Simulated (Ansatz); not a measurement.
Consider the following.

VS₂:
```cif
data_S2V
_chemical_formula_sum 'V1 S2'
_space_group_name_H-M_alt 'P-3m1'
_space_group_IT_number 164
_space_group_name_Hall '-P 3 2"'
_cell_length_a 3.12747
_cell_length_b 3.12747
_cell_length_c 5.75574
_cell_angle_alpha 90.000
_cell_angle_beta 90.000
_cell_angle_gamma 120.000
loop_
_atom_site_label
_atom_site_type_symbol
_atom_site_symmetry_multiplicity
_atom_site_Wyckoff_symbol
_atom_site_fract_x
_atom_site_fract_y
_atom_site_fract_z
_atom_site_occupancy
V1 V 1 a 0.00000 0.00000 0.00000 1
S1 S 2 d 0.33333 0.66667 0.25435 1
```

This is the PBEsol-relaxed structure.

All from the program Ansatz at the PBEsol level (PAW), unless another level is named. Estimate the electronic character.

metallic (no gap).

And the density of states at the Fermi level?

0.70 states/eV per atom (mean over ±0.08 eV).

Predict the formation energy from the elements (no fitted shifts).

-0.95 eV/atom.

The first step of the workflow began from a Materials Project structure, measured or hypothetical; the Crystallography Open Database copy checked does not list it. Its standing as an ambient phase is unchecked. The cell was relaxed with PBEsol under the symmetry of its start; of distortions, only those at the zone centre were tested. The workflow began spin-polarised and lost its moments. A crystal of weakly bound layers computed without a dispersion correction: the cell and the soft elastic constants depend strongly on that. The references are the lowest solids computed at this level, not always the standard phases.

Potentials: the later of the program's two PAW sets.
